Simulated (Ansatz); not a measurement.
CdF2 (fluorite, Fm-3m), a = b = c = 5.384 Å, α = β = γ = 90.00°; the cell used has 3 atoms.

Relaxed with PBEsol. 

Problem. HSE06 on this cell (Ansatz, an electronic-structure program, PAW) gives a gap of 5.21 eV. What does PBEsol give?

Solution. 2.94 eV.

Cost on shared cores: the PBEsol run (SCF on a 9×9×9 mesh, then bands and DOS) roughly 19 core-seconds, the HSE06 run (SCF on 7×7×7, then a few points) around 3 core-minutes (rough); the tasks are unlike.

The cell was relaxed with PBEsol under the symmetry of its start. Spin–orbit coupling is left out wherever it is not named.

Potentials: the earlier of the program's two PAW sets. The files were generated under PBE; for other functionals the program regenerates the frozen cores, and for LDA and PBEsol the local potential too.

Ansatz is a plane-wave DFT program.
